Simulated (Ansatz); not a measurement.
Phonons of BaHI (space group P4/nmm) at Γ, X = (0.5, 0.0, 0.0), M = (0.5, 0.5, 0.0), Z = (0.0, 0.0, 0.5).

BaHI (space group P4/nmm)

```
BaHI
1.0
    4.62120     0.00000     0.00000
    0.00000     4.62120     0.00000
    0.00000     0.00000     7.39323
Ba H I
2 2 2
Direct
  0.50000   0.00000   0.82632
  0.00000   0.50000   0.17368
  0.50000   0.50000   0.00000
  0.00000   0.00000   0.00000
  0.00000   0.50000   0.66062
  0.50000   0.00000   0.33938
```

The numbers are results of LDA (plane waves to 420 eV, PAW, scalar-relativistic; Ansatz, a first-principles code), not measurements. Harmonic phonons by density-functional perturbation theory on a 6×6×4 k mesh, in cm⁻¹; i marks imaginary ones, q is in fractions of the reciprocal vectors of the cell shown, and the three acoustic modes at Γ are left out. The non-analytic (LO-TO) term is not included, so polar modes at Γ have their transverse values. BaHI was relaxed with its symmetry unable to fall. Spin-orbit coupling is left out, though I is heavy.

```tsv
q	wavenumbers (cm⁻¹)
Γ	65 (×2), 79 (×2), 93 (×2), 96, 107 (×2), 738, 738 (×2), 743 (×2), 819
X = (0.5, 0.0, 0.0)	54 (×2), 68 (×2), 73 (×2), 84 (×2), 87 (×2), 121 (×2), 742 (×2), 746 (×2), 804 (×2)
M = (0.5, 0.5, 0.0)	55 (×2), 70 (×2), 74 (×2), 77 (×2), 99 (×2), 119 (×2), 729 (×2), 730 (×2), 853 (×2)
Z = (0.0, 0.0, 0.5)	33 (×2), 53 (×2), 55, 59, 89, 99 (×2), 104 (×2), 112, 737 (×2), 738, 742 (×2), 895
```

The structure shows no imaginary mode at these points (lowest 33 cm⁻¹ at Z = (0.0, 0.0, 0.5)); other wave vectors were not tested.

Highest mode: 895 cm⁻¹ at Z = (0.0, 0.0, 0.5).
